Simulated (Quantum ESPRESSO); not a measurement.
## Kohn-Sham bands of BaTiO$_{3}$ (Amm2)

```
BaTiO3
1.0
    3.98333     0.00000     0.00000
    0.00000     2.86259     2.87534
    0.00000    -2.86259     2.87534
Ba Ti O
1 1 3
Direct
  0.00000   0.00341   0.00341
  0.50000   0.51850   0.51850
  0.50000   0.97843   0.49135
  0.50000   0.49135   0.97843
  0.00000   0.48820   0.48820
```

Cell from Materials Project (mp-5777), symmetrised, no further relaxation. COD (Crystallography Open Database) has the formula in 5 space groups, this one among them (matched by group alone). Level: LDA, no spin polarisation, no spin-orbit coupling; pw.x of Quantum ESPRESSO at 68 Ry with PseudoDojo potentials, 6×6×6 k-points, Wannier90. Density: 8×8×8 mesh, cold smearing 0.01 Ry. Spin-orbit coupling is left out although heavy elements are present.

The lattice is scaled uniformly by ε, fractional positions fixed (axis ratios and free coordinates are held, so this isn't the response to pressure); Kohn-Sham values from pw.x, the row at 1.0 % withheld:

```json
[
 {"ε (%)": "-3.0", "gap (eV)": "2.344", "width of the top valence group (eV)": "4.547", "direct gap at Γ (eV)": "2.639"},
 {"ε (%)": "-1.0", "gap (eV)": "2.204", "width of the top valence group (eV)": "4.439", "direct gap at Γ (eV)": "2.562"},
 {"ε (%)": "0.0", "gap (eV)": "2.133", "width of the top valence group (eV)": "4.381", "direct gap at Γ (eV)": "2.518"},
 {"ε (%)": "1.0", "gap (eV)": "?", "width of the top valence group (eV)": "?", "direct gap at Γ (eV)": "?"},
 {"ε (%)": "3.0", "gap (eV)": "1.926", "width of the top valence group (eV)": "4.198", "direct gap at Γ (eV)": "2.366"}
]
```

Fit y = y₀ + bε + cε² to the rows at -3.0, 0 and 3.0 %, check it on the fourth row, and predict the withheld one.


- gap (eV): b = (1.926 − 2.344)/6 = -0.0697, c = (1.926 + 2.344 − 2×2.133)/18 = 0.00022. Check at -1.0 %: 2.203 for 2.204. Prediction 2.064; the run gives 2.063.
- width of the top valence group (eV): b = (4.198 − 4.547)/6 = -0.0582, c = (4.198 + 4.547 − 2×4.381)/18 = -0.00094. Check at -1.0 %: 4.438 for 4.439. Prediction 4.322; the run gives 4.322.
- direct gap at Γ (eV): b = (2.366 − 2.639)/6 = -0.0455, c = (2.366 + 2.639 − 2×2.518)/18 = -0.00172. Check at -1.0 %: 2.562 for 2.562. Prediction 2.471; the run gives 2.469.
